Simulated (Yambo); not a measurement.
G0W0@PBEsol for CsH (CsCl type, space group Pm-3m, No. 221) in Yambo. Reference settings: 4×4×4 Γ-centred k mesh, 192 bands and a 8 Ry block in the screening, 192 bands in G with the Bruneval-Gonze terminator, plasmon pole fitted at 27.2 eV. The PBEsol gap R → X on this mesh is 2.46 eV; G0W0 gaps are taken between the same points.

The settings were changed. The gap went from 4.41 eV to 4.33 eV, and the shift of the valence edge from -1.40 eV to -1.21 eV.

**Question.** Which change was made?
(A) 62 bands in W, 62 bands in G
(B) 118 bands in G, no terminator
(C) 80 bands in W
(D) 3 Ry block

**Answer.** C, 80 bands in W. The others gave (gap, valence shift): 3 Ry block: 4.14, -1.13 eV; 118 bands in G, no terminator: 4.41, -1.29 eV; 62 bands in W, 62 bands in G: 4.30, -1.07 eV.

Geometry of the Materials Project entry, not relaxed at this level; primitive cell a = b = c = 3.8184 Å, α = β = γ = 90.00°.

The structure is a Materials Project entry; no match was found in the copy of COD used, and its stability was not checked.

A shift is the quasiparticle energy of the state minus its PBEsol energy.
